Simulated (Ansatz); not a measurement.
**HfO₂ with and without relativity**

```yaml
crystal:
  lattice:
    - [0.00000, 2.54881, 2.54881]
    - [2.54881, 0.00000, 2.54881]
    - [2.54881, 2.54881, 0.00000]
  atoms:
    - { symbol: Hf, position: [0.00000, 0.00000, 0.00000] }
    - { symbol: O, position: [0.25000, 0.25000, 0.25000] }
    - { symbol: O, position: [0.75000, 0.75000, 0.75000] }
```

The cell comes from a relaxation on PAW files under the same functional, begun from a database entry that needn't be the ground state.

All-electron LAPW in Ansatz 0.2.0 under PBE, with a Γ-centred 9×9×9 k mesh, Fermi–Dirac smearing of 0.02 eV, no spin polarisation. The basis error target is 0.5 meV/atom. The same cell is solved at each level of relativity (Schrödinger's equation, the scalar-relativistic one, Dirac's), and each level may then relax the cell.

The elements are taken as Hf hcp, O O2 gas, each relaxed on PAW files under the same functional and computed by the same method as the compound; zero-point and thermal terms are left out. Formation energies keep the scalar-relativistic cells of compound and elements, so at the other levels neither side is at rest.

```json
{"level": "scalar-relativistic", "P at the cell (GPa)": "0.00", "gap (eV)": "3.74", "ΔE(formation) at the fixed cells (eV/atom)": "-3.363", "relaxed V (Å³/atom)": "11.04"}
{"level": "non-relativistic", "P at the cell (GPa)": "?", "gap (eV)": "3.34", "ΔE(formation) at the fixed cells (eV/atom)": "-3.306", "relaxed V (Å³/atom)": "11.40"}
{"level": "with spin–orbit coupling", "P at the cell (GPa)": "-0.19", "gap (eV)": "3.74", "ΔE(formation) at the fixed cells (eV/atom)": "–", "relaxed V (Å³/atom)": "–"}
```

What belongs in the row "non-relativistic", column "P at the cell (GPa)"?

8.20.

Does scalar relativity shrink or swell this crystal?

It shrinks it by 3.2 % in volume against the non-relativistic cell.

How do the Löwdin populations move when relativity is switched off?

Hf 6s 0.44 → 0.40, Hf 5d 2.13 → 2.19 electrons an atom. The projections hold only the shells that the free atoms fill, so charge of other character is partly counted to these shells and partly left out.
